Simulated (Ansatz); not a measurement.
Relaxed-ion elastic tensor of BaHfO$_{3}$ (cubic perovskite, Pm-3m) in GPa (Voigt order), DFT-r²SCAN in the program Ansatz with PAW potentials; density 8.29 g/cm³, 14.58 Å³ per atom.

```
 340  86.5  86.5   0.0   0.0   0.0
86.5   340  86.5   0.0   0.0   0.0
86.5  86.5   340   0.0   0.0   0.0
 0.0   0.0   0.0  99.0   0.0   0.0
 0.0   0.0   0.0   0.0  99.0   0.0
 0.0   0.0   0.0   0.0   0.0  99.0
```

Q: Is the crystal mechanically stable?

A: Yes: the smallest eigenvalue of C is 99.0 GPa.

Q: Work out the Voigt, Reuss and Hill averages.

A: K_V = 171, K_R = 171, K_H = 171; G_V = 110, G_R = 109, G_H = 109 GPa.

Q: Give Young's modulus, Poisson's ratio, Pugh's ratio and the universal anisotropy index.

A: E = 9KG/(3K + G) = 270 GPa; ν = 0.24; K/G = 1.56 (brittle by the Pugh limit of 1.75); A_U = 5G_V/G_R + K_V/K_R − 6 = 0.07.

Q: Estimate the sound speeds and the Debye temperature.

A: v_l = √((K + 4G/3)/ρ) = 6180 m/s, v_t = √(G/ρ) = 3630 m/s, mean 4030 m/s; Θ = (h/k)(3n/4πV)^(1/3) v_m = 491 K.

Q: Give the Zener ratio and Young's modulus along [100], [110] and [111].

A: A = 2C44/(C11 − C12) = 0.78; 1/E = S11 − 2(S11 − S12 − S44/2)Γ with Γ = 0, 1/4, 1/3 gives 305, 261, 249 GPa.

Symmetry was held in the r²SCAN relaxation; phonons on a q-mesh show no instability. No spin polarisation was allowed. Scalar-relativistic: spin–orbit coupling is off unless named, which matters more the heavier the elements.

Potentials: the later of the program's two PAW sets.
